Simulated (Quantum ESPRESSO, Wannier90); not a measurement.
Cs2O2 (Immm), plane waves to Wannier functions

Cell from Materials Project (mp-7896), symmetrised, no further relaxation. Not found in the COD (Crystallography Open Database) copy used; not checked further. Method: PBEsol plane waves in Quantum ESPRESSO 7.5 (PseudoDojo norm-conserving files, 68 Ry, no spin polarisation, no spin-orbit coupling), Bloch states on a 8×8×8 mesh through Γ, Wannier90 4.0.1. Density: 8×8×8 mesh, cold smearing 0.01 Ry. Spin-orbit coupling is left out although heavy elements are present.

```
begin unit_cell_cart
ang
   -4.3337100000    0.0000000000    0.0000000000
   -2.1668550000   -3.2186850000    3.7788300000
   -2.1668550000    3.2186850000    3.7788300000
end unit_cell_cart
mp_grid = 8 8 8
```

**Question.** Which shells of neighbouring k-points and which b-vectors and weights does Wannier90 pick for this cell and mesh?

**Answer.** 
```
 *---------------------------------- K-MESH ----------------------------------*
 +----------------------------------------------------------------------------+
 |                    Distance to Nearest-Neighbour Shells                    |
 |                    ------------------------------------                    |
 |          Shell             Distance (Ang^-1)          Multiplicity         |
 |          -----             -----------------          ------------         |
 |             1                   0.160265                      4            |
 |             2                   0.207842                      2            |
 |             3                   0.208911                      4            |
 |             4                   0.218471                      4            |
 |             5                   0.244012                      2            |
 |             6                   0.301543                      8            |
 |             7                   0.320531                      4            |
 |             8                   0.321225                      8            |
       ... (lines left out)
 +----------------------------------------------------------------------------+
 | The b-vectors are chosen automatically                                     |
 | The following shells are used:                       1,  2,  3             |
 +----------------------------------------------------------------------------+
 |                        Shell   # Nearest-Neighbours                        |
 |                        -----   --------------------                        |
 |                          1               4                                 |
 |                          2               2                                 |
 |                          3               4                                 |
 +----------------------------------------------------------------------------+
 | Completeness relation is fully satisfied [Eq. (B1), PRB 56, 12847 (1997)]  |
 +----------------------------------------------------------------------------+
 |                  b_k Vectors (Ang^-1) and Weights (Ang^2)                  |
 |                  ----------------------------------------                  |
 |            No.         b_k(x)      b_k(y)      b_k(z)        w_b           |
 |            ---        --------------------------------     --------        |
 |             1         0.000000    0.122006    0.103921    16.794891        |
 |             2         0.000000   -0.122006    0.103921    16.794891        |
 |             3         0.000000   -0.122006   -0.103921    16.794891        |
 |             4         0.000000    0.122006   -0.103921    16.794891        |
 |             5         0.000000    0.000000    0.207842    -0.628708        |
 |             6         0.000000    0.000000   -0.207842    -0.628708        |
 |             7        -0.181230    0.000000   -0.103921     7.611670        |
 |             8        -0.181230    0.000000    0.103921     7.611670        |
 |             9         0.181230    0.000000    0.103921     7.611670        |
 |            10         0.181230    0.000000   -0.103921     7.611670        |
```
